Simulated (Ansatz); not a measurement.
MnAu (P4/mmm): couplings from the magnetic force theorem

The geometry is a structure from the Materials Project, repeated to hold the magnetic orders, held fixed and not relaxed.

Functional, mesh and filling: LDA, 9×9×5 k mesh, Fermi–Dirac smearing of 0.025 eV. PAW means Ansatz 0.2.0 on its default frozen-core files. Site moments are integrated in spheres about the atoms.

The run was typed so:

```yaml
crystal:
  lattice:
    - [3.188725, 0.0, 0.0]
    - [0.0, 3.188725, 0.0]
    - [0.0, 0.0, 6.619726]
  atoms:
    - { symbol: Mn, position: [0.5, 0.5, 0.25], spin: 3.9 }
    - { symbol: Mn, position: [0.5, 0.5, 0.75], spin: -3.9 }
    - { symbol: Au, position: [0.0, 0.0, 0.0] }
    - { symbol: Au, position: [0.0, 0.0, 0.5] }
magnetization:
  spin_polarized: true
kpoints:
  mp_grid: { grid: [9, 9, 5] }
scf:
  occupations: { method: fermi_dirac, width: 0.025 }
  lower_state_search: "off"
hamiltonian:
  xc: lda
  pseudopotentials: { kind: paw }
output:
  eigenvalues: false
  eigenstates:
    nscf_kmesh: { grid: [9, 9, 5] }
    top_band: c48
    exchange_couplings: { magnetic: [{ species: Mn }] }
  write_density: true
  write_potential: true
  elf: true
  volumetric_format: npy
```

Command: `ansatz run input.yaml --threads 2 --pin off --max-ram 6144MiB --backend cpu --events-out ev --progress --plain --runs-dir out`

Site moments (μB): Mn1 3.88, Mn2 -3.88, Au3 0.00, Au4 0.00. Cell moment 0.00 μB.

Couplings come from the force theorem (directions of the magnetic atoms constrained, all else relaxed) on a 9×9×5 mesh, with E = −Σ J e_i·e_j over ordered pairs of unit vectors, so positive J favours parallel moments.

```json
{"pair": "Mn1–Mn at 3.19 Å", "count": "4", "J PAW (meV)": "-5.82"}
{"pair": "Mn1–Mn at 3.31 Å", "count": "2", "J PAW (meV)": "+4.42"}
{"pair": "Mn1–Mn at 4.51 Å", "count": "4", "J PAW (meV)": "-0.92"}
{"pair": "Mn1–Mn at 4.60 Å", "count": "8", "J PAW (meV)": "+1.48"}
{"pair": "Mn1–Mn at 5.59 Å", "count": "8", "J PAW (meV)": "-8.46"}
{"pair": "Mn1–Mn at 6.38 Å", "count": "4", "J PAW (meV)": "+0.91"}
{"pair": "Mn1–Mn at 6.62 Å", "count": "2", "J PAW (meV)": "-0.69"}
{"pair": "Mn1–Mn at 7.13 Å", "count": "8", "J PAW (meV)": "-0.14"}
{"pair": "Mn1–Mn at 7.19 Å", "count": "8", "J PAW (meV)": "-0.27"}
{"pair": "Mn1–Mn at 7.35 Å", "count": "8", "J PAW (meV)": "+1.06"}
{"pair": "Mn1–Mn at 7.86 Å", "count": "16", "J PAW (meV)": "+0.43"}
{"pair": "Mn1–Mn at 8.01 Å", "count": "8", "J PAW (meV)": "-0.68"}
{"pair": "Mn1–Mn at 9.02 Å", "count": "4", "J PAW (meV)": "+1.53"}
{"pair": "Mn1–Mn at 9.19 Å", "count": "8", "J PAW (meV)": "+1.08"}
{"pair": "Mn1–Mn at 9.57 Å", "count": "4", "J PAW (meV)": "-0.36"}
{"pair": "Mn1–Mn at 9.61 Å", "count": "8", "J PAW (meV)": "+0.64"}
```

The program reports that this state isn't the lowest of its own couplings.

The couplings come from one mesh, and their convergence in k wasn't tested.

They shouldn't be read as transferable Heisenberg parameters: they are taken about a state that they themselves reject, with itinerant moments.

The PAW files were made with PBE; the program remakes their cores once for the run's functional and then keeps them frozen. The Ansatz runs typed with the search for lower states off end where their start leads. Spin–orbit coupling is left out although heavy atoms are present. The magnetic state is the one that this cell and start allow. It needn't be the compound's measured order, which may need a larger cell or be absent.
